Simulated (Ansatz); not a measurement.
PbSe (CsCl type, Pm-3m) under volume change, r²SCAN (plane waves, PAW; program Ansatz), scaled uniformly.

```tsv
V (Å³/atom)	E − E(relaxed) (meV/atom)	P (GPa)
24.341	?	?
25.144	18.0	3.70
25.946	4.4	1.77
26.749	0.0	0.00
27.551	?	?
28.354	15.1	-2.86
29.156	32.2	-3.94
```

Task: Some entries are withheld; supply them.

Result: 
- 24.341, E − E(relaxed) (meV/atom): 41.6
- 24.341, P (GPa): 5.76
- 27.551, E − E(relaxed) (meV/atom): 4.0
- 27.551, P (GPa): -1.55

Task: What does a third-order Birch–Murnaghan fit give for V₀, B₀ and B′?

Result: V₀ = 26.76 Å³/atom, B₀ = 53.2 GPa, B′ = 3.0.

A made-up cell: these elements were put on the sites of a structure type; the Crystallography Open Database copy checked does not list it. It is not the phase usual at ambient conditions (space group No. 225). The cell was relaxed with r²SCAN under the symmetry of its start; its stability against distortions is not shown here. Scalar-relativistic: spin–orbit coupling is off unless named, which matters more the heavier the elements.

Potentials: the later of the program's two PAW sets.
